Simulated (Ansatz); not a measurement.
**Gradients in GePt at several cell volumes**

Reference cell: a structure deposited in the COD whose atoms were relaxed with PBE, the cell held.

```
Ge Pt
1.0
     5.73200    0.00000    0.00000
     0.00000    3.70100    0.00000
     0.00000    0.00000    6.08800
Ge Pt
4 4
Direct
  0.81677 0.75000 0.58789
  0.18323 0.25000 0.41211
  0.68323 0.25000 0.08789
  0.31677 0.75000 0.91211
  0.99807 0.75000 0.19023
  0.00193 0.25000 0.80977
  0.50193 0.25000 0.69023
  0.49807 0.75000 0.30977
```

Atoms are numbered from 1 in the order listed; like atoms form one site, named after its first atom.

Level of theory: DFT, PBE, plane waves and PAW, scalar-relativistic, 420 eV cutoff, Γ-centred 8×13×8 k-points, Fermi–Dirac smearing 0.05 eV (Ansatz 0.2.0).

The cell is scaled uniformly, and the ions relax again at each size.

V_zz in 10²¹ V/m²:

```csv
V/V₀,Ge V_zz (η),Pt V_zz (η)
0.94,6.22 (0.97),4.04 (0.86)
0.98,6.58 (0.98),4.31 (0.47)
1.00,-6.65 (1.00),4.45 (0.28)
1.02,-6.71 (0.98),4.58 (0.10)
1.06,-7.20 (0.98),4.80 (0.15)
```

Question: One more run gives Ge -6.99 (0.99), Pt 4.70 (0.05). At which V/V₀ was it made?

Answer: V/V₀ = 1.04. Pt changes steadily, and interpolating it between the rows gives 1.041. Logarithmic slopes d ln|V_zz|/d ln V over the series, for the sites that change steadily: Pt 1.4. Point charges on a uniformly scaled lattice would give −1; atoms that shift within the cell as it changes, and charge that moves in the bonds, make the difference.

At this cell the PBE pressure is 7 GPa, so with PBE the cell would grow if it were relaxed. With no gap above 0.1 eV, as in a metal, the gradients converge slowly in k; expect changes of a tenth or more on a denser mesh. Spin–orbit coupling is left out, which shifts gradients on Pt by a few per cent in wide-gap crystals, and can shift them far more where the calculated gap is small or absent, as here. On some sites the largest principal value moves to another axis along the series, and the sign of V_zz can flip with it.
